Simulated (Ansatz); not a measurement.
HfGe in space group I4_1md (No. 109; Hf on 4a, Ge on 4a), DFT-PBE in the program Ansatz with PAW potentials, all energies at zero smearing, with the estimated change up to a 700 eV cutoff added, with one set of potentials and settings (totals compare only within such a set). Cell of 4 atoms (2 Hf, 2 Ge): -40033.851 eV.

```
element                reference phase  E (eV/atom)
-------  -----------------------------  -----------
Hf       P6_3/mmc, 2 atoms in the cell  -15721.3637
Ge          Fd-3m, 2 atoms in the cell   -4294.9847
```

Formation energy per atom, worked out: (-40033.851 − 2×(-15721.3637) − 2×(-4294.9847))/4 = -0.289 eV/atom (-28 kJ per mol of atoms), at 0 K, without zero-point energy or fitted corrections.

The cell is a constructed one: a structure type filled with these elements; neither database checked (COD, Materials Project) lists it. Whether it is the stable phase at ambient conditions was not checked. The PBE relaxation kept the symmetry of its start; whether a distortion lowers the energy is not shown. The run is not spin-polarised. The references are the lowest solids computed at this level, not always the standard phases. Spin–orbit coupling is left out wherever it is not named.

Potentials: the later of the program's two PAW sets.
